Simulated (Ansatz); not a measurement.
# Zone-centre phonons of SnSe: input and output

All numbers below come from Ansatz, DFT LDA, scalar-relativistic, plane waves, PAW.

Launched with:
```bash
ansatz run input.yaml --threads 4 --pin off --max-ram 12288MiB --backend cpu --events-out ev --progress --plain --runs-dir out
```

Input (bare energies are in eV):
```yaml
crystal:
  lattice:
    - [0.0, 3.2856, 3.2856]
    - [3.2856, 0.0, 3.2856]
    - [3.2856, 3.2856, 0.0]
  atoms:
    - { symbol: Sn, position: [0.0, 0.0, 0.0] }
    - { symbol: Se, position: [0.25, 0.25, 0.25] }
basis:
  ecutwfc: 420
kpoints:
  mp_grid: { grid: [8, 8, 8] }
hamiltonian:
  xc: lda
scf:
  occupations: { method: fermi_dirac, width: 0.15 }
output:
  eigenvalues: true
phonons:
  method: dfpt
  eigenvectors: true
```

Results section of the output:
```
--- Phonons (Γ-DFPT): 2 representative perturbations + reference, on 59 of 512 k-points (Σ response iterations 6) ---
  k mesh reduced under 8 symmetry operations, with k and −k counted as one. Each operation leaves every solved displacement unchanged or reverses it
  ASR residual: 8.399e-5 → 0.000e0 eV/Å²; symmetrization residual: 1.011e-5 eV/Å²
  ASR residual per site (eV/Å²): 6.67e-5 8.40e-5
  Γ frequencies (cm⁻¹): 0.00 0.00 0.00 123.72 123.72 123.72
  non-analytic LO–TO correction: not included (Born effective charges unavailable; polar crystals: no LO–TO splitting at Γ)
```

Time: 7 s on 4 threads of AMD EPYC 7R43 64-Core Processor (Zen 3) (shared host), peak memory 0.61 GiB.

The cell is the ideal cubic zincblende prototype; this isn't the usual structure of the compound. In a metal, frequencies and elastic constants depend on the k mesh and the smearing, soft modes and shear constants most. Spin–orbit coupling is left out, which matters for heavy elements. A semilocal functional can close a gap that the real compound has.